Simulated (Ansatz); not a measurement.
An Ansatz (a first-principles code) input:

Ansatz 0.2 input:
```yaml
crystal:
  lattice:
    - [3.7076787953, 0.0, 0.0]
    - [-1.8538393976, 3.2109440258, 0.0]
    - [0.0, 0.0, 8.1802548229]
  atoms:
    - { symbol: Y, position: [0.3333333333, 0.6666666667, 0.6774299309] }
    - { symbol: Y, position: [0.6666666667, 0.3333333333, 0.3225700691] }
    - { symbol: C, position: [0.0, 0.0, 0.0] }
    - { symbol: N, position: [0.0, 0.0, 0.1499737356] }
    - { symbol: N, position: [0.0, 0.0, 0.8500262644] }
    - { symbol: O, position: [0.3333333333, 0.6666666667, 0.3967068612] }
    - { symbol: O, position: [0.6666666667, 0.3333333333, 0.6032931388] }
kpoints:
  mp_grid: { grid: [5, 5, 2] }
hamiltonian:
  xc: hse06
  pseudopotentials: { kind: paw }
scf:
  n_extra_bands: 7
  occupations: { method: fixed }
output:
  eigenvalues: true
  eigenstates:
    e_range: [-9.0, 14.6]
    kpoints:
      - [-0.057292, 0.0, 0.098958]  # VBM
      - [0.0, 0.0, 0.0]  # CBM
      - [0.0, 0.0, 0.0]  # GAMMA
      - [0.0, 0.0, 0.5]  # A
      - [0.3333333333, 0.3333333333, 0.0]  # K
      - [0.3333333333, 0.3333333333, 0.5]  # H
      - [0.5, 0.0, 0.0]  # M
      - [0.5, 0.0, 0.5]  # L
```

Question: How many symmetry operations and irreducible k-points will the run report?

Answer: 12 operations, 10 of 50 k-points.

Question: With a cutoff of 420 eV, how many plane waves at Γ?

Answer: 1911.

It took around 110 core-seconds (rough) on shared server cores.

The points marked VBM and CBM come from a semilocal run.

Space group P-3m1. The workflow started from a Materials Project entry (that database holds measured and hypothetical structures alike); the Crystallography Open Database copy checked does not list it. Its standing as an ambient phase is unchecked. The cell was relaxed with r²SCAN under the symmetry of its start; its stability against distortions is not shown here. No spin polarisation was allowed.

Potentials: the later of the program's two PAW sets.

Ansatz is a plane-wave DFT program.
